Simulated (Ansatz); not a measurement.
A relaxation computed with Ansatz, from input to last step.

```yaml
crystal:
  lattice:
    - [1.6479403071, -4.9372416495, 0.0]
    - [1.6479403071, 4.9372416495, 0.0]
    - [0.0, 0.0, 3.9448439611]
  atoms:
    - { symbol: P, position: [0.8905813663, 0.1094186337, 0.0646614101] }
    - { symbol: P, position: [0.6094186337, 0.3905813663, 0.5646614101] }
    - { symbol: P, position: [0.1094186337, 0.8905813663, 0.9353385899] }
    - { symbol: P, position: [0.3905813663, 0.6094186337, 0.4353385899] }
basis:
  ecutwfc: 420
kpoints:
  mp_grid: { grid: [14, 14, 10] }
hamiltonian:
  xc: pbe
  dispersion: d3bj
scf:
  occupations: { method: gaussian, width: 0.1 }
output:
  forces: true
  stress: true
  eigenvalues: true
relax:
  adjacent_minimum: "off"
  f_tol: 0.01
  max_steps: 30
  cell: { stress_tol: 0.1, fix: [volume] }
```

```bash
ansatz run input.yaml --threads 1 --pin off --max-ram 2560MiB --backend cpu --events-out ev --progress --plain --runs-dir out
```

All numbers below come from Ansatz 0.2.0, DFT PBE+D3(BJ), scalar-relativistic, plane waves, PAW.

The volume is held at 0.91 times that of the relaxed cell.

Of 6 frames 5 are shown, positions in Å and forces in eV/Å; the SCF threshold varies from step to step. Steps run on the plane waves of an earlier cell, with a Pulay correction in the pressure. The basis is chosen afresh for the last frame, the zero of the energies, and at times for earlier ones too; energy and pressure step there, also at an unchanged geometry. The mark taken_back stands on steps that the optimiser undid.

```xyz
4
Lattice="1.6479 -4.9372 0.0000 1.6479 4.9372 0.0000 0.0000 0.0000 3.9448" Properties=species:S:1:pos:R:3:forces:R:3 pbc="T T T" step=1 free_energy_over_end_meV_per_atom=4.14 pressure_GPa=5.26
P     1.6479   -3.8568    0.2551    0.0000    0.2204   -0.2031
P     1.6479   -1.0805    2.2275    0.0000   -0.2204   -0.2031
P     1.6479    3.8568    3.6898    0.0000   -0.2204    0.2031
P     1.6479    1.0805    1.7173    0.0000    0.2204    0.2031
4
Lattice="1.6584 -4.9167 0.0000 1.6584 4.9167 0.0000 0.0000 0.0000 3.9364" Properties=species:S:1:pos:R:3:forces:R:3 pbc="T T T" step=2 free_energy_over_end_meV_per_atom=1.60 pressure_GPa=4.10
P     1.6584   -3.8286    0.2510    0.0000    0.0579   -0.1401
P     1.6584   -1.0881    2.2192    0.0000   -0.0579   -0.1401
P     1.6584    3.8286    3.6854    0.0000   -0.0579    0.1401
P     1.6584    1.0881    1.7172    0.0000    0.0579    0.1401
4
Lattice="1.6637 -4.9450 0.0000 1.6637 4.9450 0.0000 0.0000 0.0000 3.9013" Properties=species:S:1:pos:R:3:forces:R:3 pbc="T T T" step=3 free_energy_over_end_meV_per_atom=0.24 pressure_GPa=3.02
P     1.6637   -3.8482    0.2362    0.0000   -0.0258   -0.0065
P     1.6637   -1.0969    2.1869    0.0000    0.0258   -0.0065
P     1.6637    3.8482    3.6651    0.0000    0.0258    0.0065
P     1.6637    1.0969    1.7144    0.0000   -0.0258    0.0065
4
Lattice="1.6809 -4.9517 0.0000 1.6809 4.9517 0.0000 0.0000 0.0000 3.8563" Properties=species:S:1:pos:R:3:forces:R:3 pbc="T T T" step=4 free_energy_over_end_meV_per_atom=0.28 pressure_GPa=2.84 taken_back
P     1.6809   -3.8554    0.2323    0.0000    0.0008   -0.0749
P     1.6809   -1.0963    2.1605    0.0000   -0.0008   -0.0749
P     1.6809    3.8554    3.6239    0.0000   -0.0008    0.0749
P     1.6809    1.0963    1.6958    0.0000    0.0008    0.0749
4
Lattice="1.6706 -4.9527 0.0000 1.6706 4.9527 0.0000 0.0000 0.0000 3.8793" Properties=species:S:1:pos:R:3:forces:R:3 pbc="T T T" step=6 free_energy_over_end_meV_per_atom=0.00 pressure_GPa=2.88
P     1.6706   -3.8560    0.2323    0.0000   -0.0056   -0.0079
P     1.6706   -1.0967    2.1719    0.0000    0.0056   -0.0079
P     1.6706    3.8560    3.6470    0.0000    0.0056    0.0079
P     1.6706    1.0967    1.7074    0.0000   -0.0056    0.0079
```

It took 120 s on 1 thread of AMD EPYC 7R43 64-Core Processor (Zen 3), with other jobs on the host, peak memory 0.62 GiB.